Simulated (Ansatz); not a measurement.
## Cu, first-principles data

Cu:
```yaml
crystal:
  lattice:
    - [2.48206, 0.00000, 0.00000]
    - [-1.24103, 2.14952, 0.00000]
    - [0.00000, 0.00000, 8.16159]
  atoms:
    - { symbol: Cu, position: [0.00000, 0.00000, 0.00000] }
    - { symbol: Cu, position: [0.00000, 0.00000, 0.50000] }
    - { symbol: Cu, position: [0.33333, 0.66667, 0.25000] }
    - { symbol: Cu, position: [0.66667, 0.33333, 0.75000] }
```

Space group P6_3/mmc (No. 194), dhcp (α-La type); conventional cell a = b = 2.482 Å, c = 8.162 Å, α = β = 90.00°, γ = 120.00°.

Method: plane-wave PAW LDA (Ansatz code). The cell and atoms are relaxed at this level. Other levels are named where they apply.

Cell and energy:

- Volume per atom = 10.89 Å³
- Density = 9.69 g/cm³

Electronic structure:

- Electronic character = metallic (no gap)
- Density of states at the Fermi level = 0.30 states/eV per atom (mean over ±0.08 eV)

Mechanics:

- Bulk modulus (Birch–Murnaghan fit): 1870 kbar
- Pressure derivative B′: 5.0
- Elastic constants (relaxed ions, GPa): C11 = 279, C12 = 168, C13 = 120, C33 = 318, C44 = 49.8
- Mechanical stability: stable (all eigenvalues of C positive)
- Hill bulk and shear moduli: 188 and 60.1 GPa
- Young's modulus: 163 GPa
- Poisson's ratio: 0.36
- Debye temperature from the elastic constants: 376 K

Phonons:

- Highest zone-centre frequency: 271 cm^-1
- Zone-centre stability: no imaginary mode at Γ

The first step of the workflow began from a Materials Project structure, measured or hypothetical; the Crystallography Open Database copy checked does not list it. It is not the phase usual at ambient conditions (space group No. 225). The cell was relaxed with LDA under the symmetry of its start. The run is not spin-polarised. As this level gives no gap, shear constants depend on the k-mesh and smearing (Fermi–Dirac, 0.1 eV here). As this level gives no gap, phonon frequencies hold no LO–TO term and depend on the k-mesh and smearing (Fermi–Dirac, 0.1 eV here). Axis ratios of metals converge slowly with the k-mesh, so a and c are less sure than the volume. On the denser mesh and wider smearing of the elastic run this cell carries a stress of 0.4 GPa.

Potentials: the earlier of the program's two PAW sets. The files were generated under PBE; for other functionals the program regenerates the frozen cores, and for LDA and PBEsol the local potential too.
